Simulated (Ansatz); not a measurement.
Relaxation of a relaxed Be cell, doubled along one cell vector, shaken by Gaussian noise of σ = 0.08 Å a coordinate; 2 atoms in the cell, which starts as P-1 (No. 2), aP2; a = 2.226 Å, b = 2.226 Å, c = 3.855 Å, α = 73.22°, β = 73.22°, γ = 60.00°. These are PBEsol (plane waves to 420 eV, PAW, scalar-relativistic; Ansatz, a first-principles code) values and carry that method's errors. Γ-centred k-mesh 18×18×9 on the run's cell (coarser than for final values), Fermi–Dirac smearing 0.05 eV. This is the first round of the run. 

The optimiser's lines from the output (shortened; P is positive under compression):

```
relax step   1: F+E_penalty+E_count = -180.34588443 eV  Δ(F+E_penalty+E_count) = +0.000e0 eV  max|allowed force component| = 1.223e0 eV/Å  Δτ_max = 0.0000 Å  P = +4.930 GPa  Ω = 15.592 Å³  (6 SCF iters, dr2 threshold 1.00e-7 eV, accepted)
relax step   2: F+E_penalty+E_count = -180.48831131 eV  Δ(F+E_penalty+E_count) = -1.424e-1 eV  max|allowed force component| = 5.961e-1 eV/Å  Δτ_max = 0.0646 Å  P = +3.935 GPa  Ω = 15.268 Å³  (5 SCF iters, dr2 threshold 2.00e-7 eV, accepted)
relax step   3: F+E_penalty+E_count = -180.53139271 eV  Δ(F+E_penalty+E_count) = -4.308e-2 eV  max|allowed force component| = 1.689e-1 eV/Å  Δτ_max = 0.0375 Å  P = +0.889 GPa  Ω = 15.569 Å³  (5 SCF iters, dr2 threshold 2.00e-7 eV, accepted)
relax step   4: F+E_penalty+E_count = -180.54136979 eV  Δ(F+E_penalty+E_count) = -9.977e-3 eV  max|allowed force component| = 1.829e-3 eV/Å  Δτ_max = 0.0206 Å  P = +0.001 GPa  Ω = 15.621 Å³  (5 SCF iters, dr2 threshold 2.00e-7 eV, accepted)
relax step   5: F+E_penalty+E_count = -180.54139570 eV  Δ(F+E_penalty+E_count) = -2.591e-5 eV  max|allowed force component| = 2.937e-4 eV/Å  Δτ_max = 0.0002 Å  P = -0.002 GPa  Ω = 15.621 Å³  (3 SCF iters, dr2 threshold 1.59e-7 eV, accepted)
relax step   6: F+E_penalty+E_count = -180.54140196 eV  Δ(F+E_penalty+E_count) = -6.256e-6 eV  max|allowed force component| = 2.605e-5 eV/Å  Δτ_max = 0.0000 Å  P = -0.000 GPa  Ω = 15.621 Å³  (3 SCF iters, dr2 threshold 2.88e-8 eV, accepted)
relax step   7: F+E_penalty+E_count = -180.54140279 eV  Δ(F+E_penalty+E_count) = -8.322e-7 eV  max|allowed force component| = 9.841e-5 eV/Å  Δτ_max = 0.0000 Å  P = -0.000 GPa  Ω = 15.621 Å³  (3 SCF iters, dr2 threshold 4.11e-9 eV, accepted)
relax step   8: F+E_penalty+E_count = -180.54140629 eV  Δ(F+E_penalty+E_count) = -3.499e-6 eV  max|allowed force component| = 1.705e-4 eV/Å  Δτ_max = 0.0000 Å  P = +0.004 GPa  Ω = 15.621 Å³  stress off target by 4.94e-3 GPa  SCF on the basis re-selected at this cell (its energy is not comparable with the rows above)  (4 SCF iters)
```

From the first to the last row the energy changes by -0.10 eV/atom and the volume by +0.2 %. The last row is marked as not comparable with the walk above it, whose basis was carried along; it does compare with step 1, since both stand on a basis selected at the nominal cutoff for their own cell.

Later rounds, restarted from the end of this one on a renewed k-mesh, logged 4 more steps and released under 0.01 eV/atom more. The final structure after all rounds: Fm-3m (No. 225), cF4, fcc (Cu type); a = b = c = 3.1476 Å, α = β = γ = 90.00°. Between re-selections the logged energies stand on a plane-wave basis carried along with the cell. No spin polarisation in the result.

The run could not lose the symmetry of its start: the end is stationary, and may be a saddle point rather than a minimum.

The relaxed structure here is a generated cell of Be: the first start was made by placing the elements on the sites of a structure type, and the end was not matched to a known phase here, so it may be hypothetical. Known forms of Be include space group No. 194.
